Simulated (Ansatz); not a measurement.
BN in space group P6_3mc (No. 186; Pearson symbol hP12) under volume change, the program Ansatz at the PBE+D3(BJ) level (PAW), shape and atoms relaxed at each volume.

| V (Å³/atom) | E − E(relaxed) (meV/atom) | P (GPa) |
|---|---|---|
| 8.167 | 9.0 | 4.25 |
| 8.436 | 3.5 | 2.38 |
| 8.706 | 0.8 | 0.99 |
| 8.975 | 0.0 | 0.01 |
| 9.244 | 0.6 | -0.69 |
| 9.513 | 2.2 | -1.15 |
| 9.782 | 4.4 | -1.45 |

Question: What does a third-order Birch–Murnaghan fit give for V₀, B₀ and B′?

Answer: V₀ = 8.97 Å³/atom, B₀ = 27.9 GPa, B′ = 10.9.

The start of the workflow was typed in or built on a structure type. Its sites differ from those of the usual phase in this space group: another stacking or structure type. Symmetry was held in the PBE+D3(BJ) relaxation; whether a distortion lowers the energy is not shown.

Potentials: the later of the program's two PAW sets.
